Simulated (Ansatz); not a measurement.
BeS:
Space group P6₄22 (No. 181); a = b = 3.4501 Å, c = 7.8321 Å, α = β = 90.00°, γ = 120.00°

| atom | site | symmetry | x | y | z |
|---|---|---|---|---|---|
| Be | 3c | 222 | 0.5000 | 0.0000 | 0.0000 |
| S | 3d | 222 | 0.5000 | 0.0000 | 0.5000 |

Relaxed at zero pressure with r²SCAN in the plane-wave PAW code Ansatz.

Task: The volume is raised by 9 % and shape and atoms relax at that volume. What pressure results, and how do the axes share the change?

Result: -7.6 GPa; a 3.0 %, b 3.0 %, c 2.7 %; the energy rises by 31 meV/atom.

Task: Give the new structure.

Result: 
Space group P6₄22 (No. 181); a = b = 3.554 Å, c = 8.046 Å, α = β = 90.00°, γ = 120.00°

```json
[
 {"atom": "Be", "site": "3c", "symmetry": "222", "x": "0.5000", "y": "0.0000", "z": "0.0000"},
 {"atom": "S", "site": "3d", "symmetry": "222", "x": "0.5000", "y": "0.0000", "z": "0.5000"}
]
```

The phase is kept; no other phase was compared at this pressure.

Space group P6_422. The start of the workflow was typed in or built on a structure type; neither database checked (COD, Materials Project) lists it. COD files the formula under space group No. 216, so this cell is another polymorph or a model. Whether it is the stable phase at ambient conditions was not checked. Symmetry was held in the r²SCAN relaxation; its stability against distortions is not shown here.

Potentials: the later of the program's two PAW sets.
